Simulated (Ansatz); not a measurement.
Ga2BiAs in space group P-4m2 (No. 115; Ga on 2g, Bi on 1a, As on 1c) under volume change, DFT-PBEsol in the program Ansatz with PAW potentials, shape and atoms relaxed at each volume.

```json
[
 {"V (Å³/atom)": "24.520", "E − E(relaxed) (meV/atom)": "42.5", "P (GPa)": "6.13"},
 {"V (Å³/atom)": "25.328", "E − E(relaxed) (meV/atom)": "17.8", "P (GPa)": "3.73"},
 {"V (Å³/atom)": "26.137", "E − E(relaxed) (meV/atom)": "4.2", "P (GPa)": "1.71"},
 {"V (Å³/atom)": "26.945", "E − E(relaxed) (meV/atom)": "0.0", "P (GPa)": "0.00"},
 {"V (Å³/atom)": "27.753", "E − E(relaxed) (meV/atom)": "[?]", "P (GPa)": "[?]"},
 {"V (Å³/atom)": "28.562", "E − E(relaxed) (meV/atom)": "[?]", "P (GPa)": "[?]"},
 {"V (Å³/atom)": "29.370", "E − E(relaxed) (meV/atom)": "30.2", "P (GPa)": "-3.67"}
]
```

**Question.** What belongs in the gaps?

**Answer.** 
- 27.753, E − E(relaxed) (meV/atom): 3.7
- 27.753, P (GPa): -1.44
- 28.562, E − E(relaxed) (meV/atom): 14.1
- 28.562, P (GPa): -2.65

**Question.** What does a third-order Birch–Murnaghan fit give for V₀, B₀ and B′?

**Answer.** V₀ = 26.95 Å³/atom, B₀ = 52.1 GPa, B′ = 4.7.

The first step of the workflow began from a Materials Project structure, measured or hypothetical; the Crystallography Open Database copy checked does not list it. Its standing as an ambient phase is unchecked. Symmetry was held in the PBEsol relaxation; of distortions, only those at the zone centre were tested. Spin–orbit coupling is left out wherever it is not named.

Potentials: the later of the program's two PAW sets.
